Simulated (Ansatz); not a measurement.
RbBr:
```cif
data_Br4Rb4
_chemical_formula_sum 'Rb4 Br4'
_space_group_name_H-M_alt 'Fm-3m'
_space_group_IT_number 225
_space_group_name_Hall '-F 4 2 3'
_cell_length_a 6.92594
_cell_length_b 6.92594
_cell_length_c 6.92594
_cell_angle_alpha 90.000
_cell_angle_beta 90.000
_cell_angle_gamma 90.000
loop_
_atom_site_label
_atom_site_type_symbol
_atom_site_symmetry_multiplicity
_atom_site_Wyckoff_symbol
_atom_site_fract_x
_atom_site_fract_y
_atom_site_fract_z
_atom_site_occupancy
Rb1 Rb 4 a 0.00000 0.00000 0.00000 1
Br1 Br 4 b 0.50000 0.50000 0.50000 1
```
(The calculation used a cell of 2 atoms; values per cell refer to that cell.)

Relaxed with r²SCAN.

Task: Which orbitals make up the states near the band edges in r²SCAN in the plane-wave PAW code Ansatz?

Result: Top 1 eV of the valence band: Br 4p 96 %. Bottom 1 eV of the conduction band: Rb 5s 75 %, Br 4s 16 %. Projections are on Löwdin-orthogonalised atomic valence shells; empty p or d shells of many metals are not among them.

Task: Tabulate the density of states.

Result: States/eV per cell of 2 atoms, in 0.25 eV bins, energy from the valence-band maximum.

| E (eV) | total | Br 4p | Rb 5s | Br 4s |
|---|---|---|---|---|
| -7.85 | 0.00 | 0.00 | 0.00 | 0.00 |
| -7.60 | 0.00 | 0.00 | 0.00 | 0.00 |
| -7.35 | 0.00 | 0.00 | 0.00 | 0.00 |
| -7.10 | 0.00 | 0.00 | 0.00 | 0.00 |
| -6.85 | 0.00 | 0.00 | 0.00 | 0.00 |
| -6.60 | 0.00 | 0.00 | 0.00 | 0.00 |
| -6.35 | 0.00 | 0.00 | 0.00 | 0.00 |
| -6.10 | 0.00 | 0.00 | 0.00 | 0.00 |
| -5.85 | 0.00 | 0.00 | 0.00 | 0.00 |
| -5.60 | 0.00 | 0.00 | 0.00 | 0.00 |
| -5.35 | 0.00 | 0.00 | 0.00 | 0.00 |
| -5.10 | 0.00 | 0.00 | 0.00 | 0.00 |
| -4.85 | 0.00 | 0.00 | 0.00 | 0.00 |
| -4.60 | 0.00 | 0.00 | 0.00 | 0.00 |
| -4.35 | 0.00 | 0.00 | 0.00 | 0.00 |
| -4.10 | 0.00 | 0.00 | 0.00 | 0.00 |
| -3.85 | 0.00 | 0.00 | 0.00 | 0.00 |
| -3.60 | 0.00 | 0.00 | 0.00 | 0.00 |
| -3.35 | 0.00 | 0.00 | 0.00 | 0.00 |
| -3.10 | 0.00 | 0.00 | 0.00 | 0.00 |
| -2.85 | 0.00 | 0.00 | 0.00 | 0.00 |
| -2.60 | 0.00 | 0.00 | 0.00 | 0.00 |
| -2.35 | 0.00 | 0.00 | 0.00 | 0.00 |
| -2.10 | 0.00 | 0.00 | 0.00 | 0.00 |
| -1.85 | 0.00 | 0.00 | 0.00 | 0.00 |
| -1.60 | 0.00 | 0.00 | 0.00 | 0.00 |
| -1.35 | 0.00 | 0.00 | 0.00 | 0.00 |
| -1.10 | 0.00 | 0.00 | 0.00 | 0.00 |
| -0.85 | 1.33 | 1.16 | 0.15 | 0.00 |
| -0.60 | 5.66 | 5.16 | 0.40 | 0.02 |
| -0.35 | 11.29 | 11.04 | 0.04 | 0.00 |
| -0.10 | 5.72 | 5.62 | 0.00 | 0.00 |
| 0.15 | 0.00 | 0.00 | 0.00 | 0.00 |
| 0.40 | 0.00 | 0.00 | 0.00 | 0.00 |
| 0.65 | 0.00 | 0.00 | 0.00 | 0.00 |
| 0.90 | 0.00 | 0.00 | 0.00 | 0.00 |
| 1.15 | 0.00 | 0.00 | 0.00 | 0.00 |
| 1.40 | 0.00 | 0.00 | 0.00 | 0.00 |
| 1.65 | 0.00 | 0.00 | 0.00 | 0.00 |
| 1.90 | 0.00 | 0.00 | 0.00 | 0.00 |
| 2.15 | 0.00 | 0.00 | 0.00 | 0.00 |
| 2.40 | 0.00 | 0.00 | 0.00 | 0.00 |
| 2.65 | 0.00 | 0.00 | 0.00 | 0.00 |
| 2.90 | 0.00 | 0.00 | 0.00 | 0.00 |
| 3.15 | 0.00 | 0.00 | 0.00 | 0.00 |
| 3.40 | 0.00 | 0.00 | 0.00 | 0.00 |
| 3.65 | 0.00 | 0.00 | 0.00 | 0.00 |
| 3.90 | 0.00 | 0.00 | 0.00 | 0.00 |
| 4.15 | 0.00 | 0.00 | 0.00 | 0.00 |
| 4.40 | 0.00 | 0.00 | 0.00 | 0.00 |
| 4.65 | 0.00 | 0.00 | 0.00 | 0.00 |
| 4.90 | 0.01 | 0.00 | 0.00 | 0.00 |
| 5.15 | 0.07 | 0.00 | 0.05 | 0.01 |
| 5.40 | 0.12 | 0.00 | 0.09 | 0.02 |
| 5.65 | 0.17 | 0.01 | 0.13 | 0.03 |
| 5.90 | 0.23 | 0.01 | 0.17 | 0.03 |
| 6.15 | 0.43 | 0.02 | 0.22 | 0.04 |
| 6.40 | 0.92 | 0.03 | 0.30 | 0.04 |
| 6.65 | 1.27 | 0.04 | 0.37 | 0.05 |
| 6.90 | 1.71 | 0.04 | 0.42 | 0.04 |
| 7.15 | 2.72 | 0.06 | 0.55 | 0.04 |
| 7.40 | 2.85 | 0.06 | 0.59 | 0.03 |
| 7.65 | 2.00 | 0.07 | 0.68 | 0.03 |
| 7.90 | 2.54 | 0.12 | 1.02 | 0.03 |
| 8.15 | 1.17 | 0.03 | 0.40 | 0.01 |
| 8.40 | 0.60 | 0.00 | 0.07 | 0.00 |
| 8.65 | 0.62 | 0.00 | 0.00 | 0.00 |
| 8.90 | 1.28 | 0.01 | 0.17 | 0.00 |
| 9.15 | 2.71 | 0.02 | 0.32 | 0.00 |
| 9.40 | 3.37 | 0.02 | 0.14 | 0.00 |
| 9.65 | 5.18 | 0.03 | 0.17 | 0.00 |

The r²SCAN relaxation kept the symmetry of its start; phonons on a q-mesh show no instability. Scalar-relativistic: spin–orbit coupling is off unless named, which matters more the heavier the elements.

Potentials: the later of the program's two PAW sets.
